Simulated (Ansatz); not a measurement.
Input:

Starting cell, ScAl$_{3}$ (Cu3Au type):

```
ScAl3
1.0
    8.21100     0.00000     0.00000
    4.10550     4.10550     0.00000
    0.00000     0.00000     4.10550
Al Sc
6 2
Cartesian
  8.21100   2.05275   2.05275
  4.10550   2.05275   2.05275
 10.26376   2.05275   0.00000
  6.15825   2.05275   0.00000
  2.05275   0.00000   2.05275
  6.15825   0.00000   2.05275
  0.00000   0.00000   0.00000
  4.10550   0.00000   0.00000
```

The atoms are displaced by Q × the pattern below (from a DFPT mode at M = (0.5, 0.5, 0.0), largest move 1; Q in Å), at fixed cell. (q is in reciprocal vectors of the primitive cell; the cell shown is doubled to hold the pattern.)

```tsv
atom	x	y	z
Sc7	0.000	0.000	-1.000
Sc8	0.000	0.000	1.000
```

Atoms not listed stay in place.

Calculation: PBE (plane waves to 420 eV, PAW, scalar-relativistic; Ansatz, a first-principles code). k mesh 11×11×11 (Γ-centred), Fermi-Dirac smearing 0.05 eV. Energies are smeared free energies. With partly filled bands, energies and forces of such displacements shift with the k mesh and the smearing. ScAl3 is run without spin polarisation. ScAl3 was relaxed with its symmetry unable to fall. The zero of ΔE is the undisplaced structure.

The scan covers Q from -0.280 to 0.280 Å in 13 points.

Task: Which space group does the distorted structure have?

Result: P4/nmm (No. 129), lowered from Pm-3m.

Task: What is the energy change at Q = 0.280 Å?

Result: 757 meV/cell.

Task: What harmonic wavenumber does the curvature at Q = 0 give?

Result: 240 cm⁻¹.

(For displaced atoms, the force is minus the slope of the energy, and its curvature is a force constant, which sets phonon frequencies.)
